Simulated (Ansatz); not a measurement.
Theory: Ansatz, DFT PBE, scalar-relativistic, plane waves, PAW, and for the lanthanide a 4f-in-core norm-conserving potential. All cells share a 690 eV cutoff and Γ-centred k meshes spaced at most about 0.3 Å⁻¹ (about 0.25 or finer for metals, 2π included). No spin polarisation in the final relaxations.

All energies are static (0 K, no zero-point motion). All come from trial cells, and lower structures may exist.

Task: These unrelaxed guesses for TbC4 are each relaxed within their symmetry. Order them by the energy at which they end, lowest first.
1.

```
Tb C
1.0
     2.91929    0.00000    0.00000
    -1.45965    2.52818    0.00000
     0.00000    0.00000    9.38693
Tb C
1 4
Direct
  0.00000 0.00000 0.00000
  0.33333 0.66667 0.86586
  0.33333 0.66667 0.37680
  0.66667 0.33333 0.13414
  0.66667 0.33333 0.62320
```

2.

```
Tb C
1.0
    -3.06024    3.06024    1.85196
     3.06024   -3.06024    1.85196
     3.06024    3.06024   -1.85196
Tb C
1 4
Direct
  0.00000 0.00000 0.00000
  0.79286 0.60487 0.39773
  0.20714 0.39513 0.60227
  0.39513 0.79286 0.18799
  0.60487 0.20714 0.81201
```

Result: 2 (ends in I4/mmm, 0 meV/atom), 1 (ends in P6/mmm, 167 meV/atom). Even the lowest end lies +0.47 eV/atom against the elements.

In I4/mmm, P6/mmm an odd number of valence electrons (the lanthanide is held trivalent, its 4f shell in the core) allows no gap without spin; another valence of the lanthanide, a larger cell or a magnetic state could open one. Cells relaxed within their symmetry can be saddle points. Some types were kept out of the candidates beforehand, so the set may lack a known form.

The lanthanide is trivalent by construction, without f bands, f moments or other valences. The reference runs of the other elements, and any phases without the lanthanide, used 420 eV, which shifts energies against them by under 10 meV/atom. The lanthanide's reference is the lowest of its hcp, dhcp and fcc cells.
